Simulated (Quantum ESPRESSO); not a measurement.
# NaF: magnetic shieldings

```
CELL_PARAMETERS angstrom
      0.00000     2.31700     2.31700
      2.31700     0.00000     2.31700
      2.31700     2.31700     0.00000
ATOMIC_POSITIONS crystal
  Na 0.00000 0.00000 0.00000
  F  0.50000 0.50000 0.50000
```
The cell was made here from an entry of the Crystallography Open Database (unchecked): atoms relaxed with PBE in the measured cell (PBE without dispersion, pw.x of a modified build of Quantum ESPRESSO, symmetry kept).  Stability against distortions was not tested.

Shieldings are absolute and leave out the bulk-susceptibility term; a larger σ means a smaller chemical shift. By our sweeps, such settings leave a few ppm in absolute σ. The datasets of Na hold no d projectors, which limits absolute σ on these atoms. Static lattice: thermal averaging is not included.

Question: What do the calculations give at each independent site (shieldings by PBE GIPAW on JTH datasets (Quantum ESPRESSO), 30 Ha, k-mesh 5×5×5 shifted, f-sum rule met within 0.004 %)?

Answer: 
```tsv
site	site symmetry	σ_iso (ppm)
Na (atom 1)	m-3m	539
F (atom 2)	m-3m	389
```
